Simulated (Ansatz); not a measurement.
Relaxed-ion elastic tensor of SnO2 (rutile, space group No. 136) in GPa (Voigt order), DFT-r²SCAN in the program Ansatz with PAW potentials; density 6.91 g/cm³, 12.08 Å³ per atom.

```
     1    2    3     4     5     6
-  ---  ---  ---  ----  ----  ----
1  437  152  152   0.0   0.0   0.0
2  152  418  9.7   0.0   0.0   0.0
3  152  9.7  418   0.0   0.0   0.0
4  0.0  0.0  0.0  40.0   0.0   0.0
5  0.0  0.0  0.0   0.0  99.5   0.0
6  0.0  0.0  0.0   0.0   0.0  99.5
```

Question: Is the crystal mechanically stable?

Answer: Yes: the smallest eigenvalue of C is 40.0 GPa.

Question: Work out the Voigt, Reuss and Hill averages.

Answer: K_V = 211, K_R = 203, K_H = 207; G_V = 112, G_R = 84.8, G_H = 98.3 GPa.

Question: Give Young's modulus, Poisson's ratio, Pugh's ratio and the universal anisotropy index.

Answer: E = 9KG/(3K + G) = 255 GPa; ν = 0.29; K/G = 2.11 (ductile by the Pugh limit of 1.75); A_U = 5G_V/G_R + K_V/K_R − 6 = 1.64.

Question: Estimate the sound speeds and the Debye temperature.

Answer: v_l = √((K + 4G/3)/ρ) = 7000 m/s, v_t = √(G/ρ) = 3770 m/s, mean 4210 m/s; Θ = (h/k)(3n/4πV)^(1/3) v_m = 546 K.

Space group P4_2/mnm (rutile). Symmetry was held in the r²SCAN relaxation. Scalar-relativistic: spin–orbit coupling is off unless named, which matters more the heavier the elements.

Potentials: the earlier of the program's two PAW sets.
